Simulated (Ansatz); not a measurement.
Cu2O (anti-fluorite, Fm-3m) under volume change, the program Ansatz at the PBE level (PAW), scaled uniformly.

```
V (Å³/atom)  E − E(relaxed) (meV/atom)  P (GPa)
-----------  -------------------------  -------
10.464                             [?]      [?]
10.809                            17.4     8.56
11.153                             [?]      [?]
11.498                             0.0     0.02
11.843                             3.6    -3.26
12.188                            13.7    -6.03
12.533                            29.2    -8.35
```

Question: Some entries are withheld; supply them.

Answer: 
- 11.153, E − E(relaxed) (meV/atom): 4.1
- 11.153, P (GPa): 3.92
- 10.464, E − E(relaxed) (meV/atom): 41.6
- 10.464, P (GPa): 14.08

Question: What does a third-order Birch–Murnaghan fit give for V₀, B₀ and B′?

Answer: V₀ = 11.50 Å³/atom, B₀ = 119 GPa, B′ = 4.7.

The start of the workflow was typed in or built on a structure type; neither database checked (COD, Materials Project) lists it. It is not the phase usual at ambient conditions (space group No. 224). The PBE relaxation kept the symmetry of its start; whether a distortion lowers the energy is not shown. The workflow began spin-polarised and lost its moments. The volume moved by 36 % from the start of the relaxation. Its formation energy is positive at this level, so the cell may be metastable or incomplete. No Hubbard U is applied.

Potentials: the earlier of the program's two PAW sets.
